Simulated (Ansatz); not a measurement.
H on the (110) surface of Si, space group Fd-3m (No. 227), its top face bare, its bottom face closed with Cl (top face towards +c; held atoms: 1, 2, 3, 4, 5, 6, 7, 8), one molecule per 41.6 Å². Starting structure (open bond down, lowest atom H over a top Si site; the molecule's atoms stand last):

```
Si Cl H
1.0
     7.66719    0.00000    0.00000
     0.00000    5.42152    0.00000
     0.00000    0.00000   25.44421
Si Cl H
16 4 1
Direct
  0.25000 0.00000 0.38098
  0.75000 0.00000 0.38098
  0.50000 0.25000 0.38098
  0.00000 0.25000 0.38098
  0.50000 0.50000 0.45632
  0.00000 0.50000 0.45632
  0.75000 0.75000 0.45632
  0.25000 0.75000 0.45632
  0.75000 0.00913 0.52981
  0.25000 0.00913 0.52981
  0.00000 0.24087 0.52981
  0.50000 0.24087 0.52981
  0.00000 0.51577 0.59761
  0.50000 0.51577 0.59761
  0.25000 0.73423 0.59761
  0.75000 0.73423 0.59761
  0.25000 0.85737 0.30621
  0.75000 0.85737 0.30621
  0.50000 0.39263 0.30621
  0.00000 0.39263 0.30621
  0.00000 0.51577 0.67897
```

Computed with DFT PBE+D3(BJ), scalar-relativistic, plane waves, PAW in Ansatz. Plane waves to 420 eV, a k mesh through Γ of 2×3×1 on the computed 21-atom cell and Gaussian smearing (0.05 eV); collinear spin. A dipole correction removes the field between periodic images along c.

E_ads is per molecule, from the clean relaxed slab and the free relaxed molecule; negative means bound; no zero-point or thermal terms, forces under 0.04 eV/Å, and the free molecule is spin-polarised where open-shell. Heights count from the highest slab atom.

Q: What does it relax to?

A: E_ads = -3.40 eV; the molecule stays whole. Final structure after 8 steps:

```
Si Cl H
1.0
     7.66719    0.00000    0.00000
     0.00000    5.42152    0.00000
     0.00000    0.00000   25.44421
Si Cl H
16 4 1
Direct
  0.25000 0.00000 0.38098
  0.75000 0.00000 0.38098
  0.50000 0.25000 0.38098
  0.00000 0.25000 0.38098
  0.50000 0.50000 0.45632
  0.00000 0.50000 0.45632
  0.75000 0.75000 0.45632
  0.25000 0.75000 0.45632
  0.75164 0.00417 0.53074
  0.24836 0.00417 0.53074
  0.00000 0.25051 0.53049
  0.50000 0.24145 0.53092
  0.00000 0.49873 0.60600
  0.50000 0.51257 0.60156
  0.24991 0.74072 0.60255
  0.75009 0.74072 0.60255
  0.25070 0.86097 0.30586
  0.74930 0.86097 0.30586
  0.50000 0.39523 0.30646
  0.00000 0.39751 0.30680
  0.00000 0.33501 0.65366
```

Each end is the local minimum that its start leads to. This ideal cut of an insulator has dangling bonds and is metallic here; real surfaces reconstruct or are passivated, and bind more weakly.

Spin polarisation was left out for Si4Cl (a zero moment there is imposed), and a magnetic state may lie lower. An atom lies near a switch of its D3 coefficient C6 between reference coordination numbers, so the dispersion energy changes steeply there and can make or shift the minimum.